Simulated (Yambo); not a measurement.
**Convergence of the G0W0 gap of WO3**

G0W0@PBEsol for WO3 (ReO3 type, space group Pm-3m, No. 221) in Yambo. Reference settings: 4×4×4 Γ-centred k mesh, bands 5 to 214 and a 8 Ry block in the screening, 214 bands in G with the Bruneval-Gonze terminator, plasmon pole fitted at 27.2 eV. The PBEsol gap R → Γ on this mesh is 0.42 eV; G0W0 gaps are taken between the same points.

```json
[
 {"change from the reference": "reference settings", "G0W0 gap R → Γ (eV)": "1.33", "shift of the valence edge (eV)": "-0.12"},
 {"change from the reference": "86 bands in W, 86 bands in G", "G0W0 gap R → Γ (eV)": "1.46", "shift of the valence edge (eV)": "0.05"},
 {"change from the reference": "7 Ry block", "G0W0 gap R → Γ (eV)": "1.33", "shift of the valence edge (eV)": "-0.10"},
 {"change from the reference": "86 bands in G, no terminator", "G0W0 gap R → Γ (eV)": "1.35", "shift of the valence edge (eV)": "0.55"}
]
```

The reference isn't shown to be the converged limit.

The cell is held in this high symmetry; tilts and polar distortions were not searched.

Spin-orbit coupling is included.

Geometry relaxed with PBEsol; primitive cell a = 3.7950 Å, b = 3.7950 Å, c = 3.7950 Å, α = 90.00°, β = 90.00°, γ = 90.00°.

The structure is a Materials Project entry; no match was found in the copy of COD used, and its stability was not checked.

A shift is the quasiparticle energy of the state minus its PBEsol energy.
